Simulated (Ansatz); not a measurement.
**Question.** Name crystals whose computed values (the program Ansatz at the LDA level (PAW)) fall in these windows: HSE06 gap (eV) 2.2 to 3.0; B₀ by P(V) fit (GPa) 14 to 19; gap (eV) 1.6 to 2.1.

**Answer.** 

| crystal | HSE06 gap (eV) | B₀ by P(V) fit (GPa) | gap (eV) |
|---|---|---|---|
| PbI2, P6_3mc (Pearson symbol hP12) | 2.76 | 15.7 | 1.91 |
| GeI2, CdI2 type | 2.45 | 18.8 | 1.73 |
| PbI2, CdI2 type | 2.76 | 16.0 | 1.90 |
Others may fit too.

Not the usual ambient phase: PbI2, P6_3mc (Pearson symbol hP12). Standing as an ambient phase not checked: GeI2, CdI2 type. Weakly bound layers, chains or molecules computed without a dispersion correction, so cells and soft constants are ill determined: PbI2, P6_3mc (Pearson symbol hP12); GeI2, CdI2 type; PbI2, CdI2 type. All cells were relaxed under the symmetry of their starts (and spin orders); stability against distortions was not tested throughout. Spin–orbit coupling is left out wherever it is not named.

Potentials: the later of the program's two PAW sets.
